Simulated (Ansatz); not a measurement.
**NbIr₃, first-principles data**

NbIr3:
Space group Pm-3m (No. 221); a = 3.861 Å, b = 3.861 Å, c = 3.861 Å, α = 90.00°, β = 90.00°, γ = 90.00°

| atom | site | symmetry | x | y | z |
|---|---|---|---|---|---|
| Nb | 1a | m-3m | 0.0000 | 0.0000 | 0.0000 |
| Ir | 3c | 4/mm.m | 0.0000 | 0.5000 | 0.5000 |

Space group Pm-3m (No. 221), Cu3Au type; conventional cell a = b = c = 3.8611 Å, α = β = γ = 90.00°.

Method: plane-wave PAW LDA (Ansatz code). Structure relaxed to zero pressure with the same functional. Other levels are named where they apply.

**Cell and energy**

```yaml
volume_per_atom: 14.39 Å³
density: 19.32 g/cm³
Formation energy from the elements (no fitted shifts): -0.63 eV/atom
```

**Electronic structure**

```yaml
electronic_character: metallic (no gap)
Density of states at the Fermi level: 0.34 states/eV per atom (mean over ±0.08 eV)
```

**Mechanics**

```yaml
Bulk modulus (Birch–Murnaghan fit): 361 GPa
Pressure derivative B′: 4.7
Elastic constants (relaxed ions, GPa): C11 = 592, C12 = 246, C44 = 278
mechanical_stability: stable (all eigenvalues of C positive)
hill_bulk_and_shear_moduli: 361 and 230 GPa
Young's modulus: 569 GPa
Poisson's ratio: 0.24
debye_temperature_from_the_elastic_constants: 468 K
```

**Phonons**

```yaml
highest_zone_centre_frequency: 175 cm^-1
zone_centre_stability: no imaginary mode at Γ
```

The workflow started from a Materials Project entry (that database holds measured and hypothetical structures alike); the Crystallography Open Database files this formula in space group No. 221, but the cells were not matched. Its standing as an ambient phase is unchecked. Symmetry was held in the LDA relaxation. No spin polarisation was allowed. As this level gives no gap, shear constants depend on the k-mesh and smearing (Fermi–Dirac, 0.1 eV here). As this level gives no gap, phonon frequencies hold no LO–TO term and depend on the k-mesh and smearing (Fermi–Dirac, 0.1 eV here). The references are the lowest solids computed at this level, not always the standard phases. Spin–orbit coupling is left out wherever it is not named.

Potentials: the later of the program's two PAW sets.
